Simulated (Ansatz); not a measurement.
Rb3TeBr: relaxed-ion elastic tensor

All numbers below come from DFT PBE, scalar-relativistic, plane waves, PAW in Ansatz. Plane waves to 420 eV; Γ-centred k mesh 4×4×4; fixed occupations. No spin polarisation.

The cell is fixed (symmetry leaves no force on the atoms) and stands under 0.0 GPa:
```
CELL_PARAMETERS angstrom
6.90550 0.00000 0.00000
0.00000 6.90550 0.00000
0.00000 0.00000 6.90550
ATOMIC_POSITIONS crystal
Br 0.00000 0.00000 0.00000
Te 0.50000 0.50000 0.50000
Rb 0.50000 0.50000 0.00000
Rb 0.50000 0.00000 0.50000
Rb 0.00000 0.50000 0.50000
```

The cell is the ideal cubic antiperovskite prototype; whether it is the stable structure of this composition wasn't checked.

Question: Give the relaxed-ion elastic constants (GPa, Voigt order xx yy zz yz xz xy, on the axes of the cell above).

Answer:
```
21.0  0.8  0.8  0.0  0.0  0.0
 0.8 21.0  0.8  0.0  0.0  0.0
 0.8  0.8 21.0  0.0  0.0  0.0
 0.0  0.0  0.0  1.4  0.0  0.0
 0.0  0.0  0.0  0.0  1.4  0.0
 0.0  0.0  0.0  0.0  0.0  1.4
```

Question: Is the crystal stable against homogeneous strain?

Answer: Yes: the least eigenvalue of the tensor is 1.4 GPa.

Question: And the moduli of a polycrystal (Hill averages)?

Answer: B = 8 GPa, G = 4 GPa, E = 9 GPa, ν = 0.30.